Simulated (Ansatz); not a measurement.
A trial form of MgZn4Te

The calculation used Ansatz, DFT PBE, scalar-relativistic, plane waves, PAW. Cutoff 420 eV, Gaussian smearing, Γ-centred meshes. Cell and atoms relax first on a coarse mesh and then on a finer one. In between, the cell is made exact in the group found at 0.06 Å. In metals the finer mesh still leaves noise of several meV/atom or more. The steps can't lower the symmetry of their start. No spin polarisation.

The cell of MgZn4Te is invented: random cell by space group and Wyckoff sites (I4/mmm, No. 139). The dimensions are guesses.

```yaml
crystal:
  lattice:
    - [-2.71336, 2.71336, 3.58306]
    - [2.71336, -2.71336, 3.58306]
    - [2.71336, 2.71336, -3.58306]
  atoms:
    - { symbol: Mg, position: [0.00000, 0.00000, 0.00000] }
    - { symbol: Zn, position: [0.62507, 0.12507, 0.50000] }
    - { symbol: Zn, position: [0.12507, 0.62507, 0.50000] }
    - { symbol: Zn, position: [0.37493, 0.87493, 0.50000] }
    - { symbol: Zn, position: [0.87493, 0.37493, 0.50000] }
    - { symbol: Te, position: [0.50000, 0.50000, 0.00000] }
```

The zero of energy is the elements' standard structures at the same level; no fitted shifts are applied.

Problem. Describe the relaxed structure.

Solution. The symmetry stays I4/mmm (No. 139). The volume per atom grows by 34.6 %, from 17.6 to 23.7 Å³. The shortest distance goes from 1.79 Å (Zn–Zn) to 2.43 Å (Zn–Zn). The ratio c/a of the conventional cell changes by a factor of 1.51. The energy falls by about 1.9 eV/atom (the start's value is from the coarse mesh). Conventional cell: a = 5.228 Å, c = 10.395 Å. Mg has 8 Zn at 2.96 Å and 4 Te at 3.70 Å; Zn has 1 Zn at 2.43 Å, 1 Zn at 2.77 Å, 2 Mg at 2.96 Å and 2 Te at 2.96 Å; around Te lie 8 Zn at 2.96 Å and 4 Mg at 3.70 Å.

```xyz
6
Lattice="-2.6142 2.6142 5.1974 2.6142 -2.6142 5.1974 2.6142 2.6142 -5.1974" Properties=species:S:1:pos:R:3 pbc="T T T"
Mg    0.0000    0.0000    0.0000
Zn    0.0000    2.6142    1.3836
Zn    2.6142    0.0000    1.3836
Zn    2.6142    0.0000    3.8137
Zn    0.0000    2.6142    3.8137
Te    0.0000    0.0000    5.1974
```

Problem. Give its energy and gap.

Solution.

* Energy over the elements: +0.20 eV/atom
* Gap on the 10×10×10 mesh of the 6-atom cell: 0 eV (a metal)

The separate elements lie lower, so it is unstable against them.

The last run used Gaussian smearing of 0.10 eV. These runs have no spin–orbit coupling, which can matter for Te. The reference form of Te is held partly by dispersion forces, which this level lacks. Symmetry constrained the relaxation, so the result can be a saddle point. In all, the 3 runs took 3.6 min on 1 thread of Intel(R) Xeon(R) 6975P-C (Granite Rapids), with other jobs on the host. Another cell of MgZn4Te relaxed alike, in F-43m, lies 127 meV/atom lower, so this cell isn't the stable form at this level.
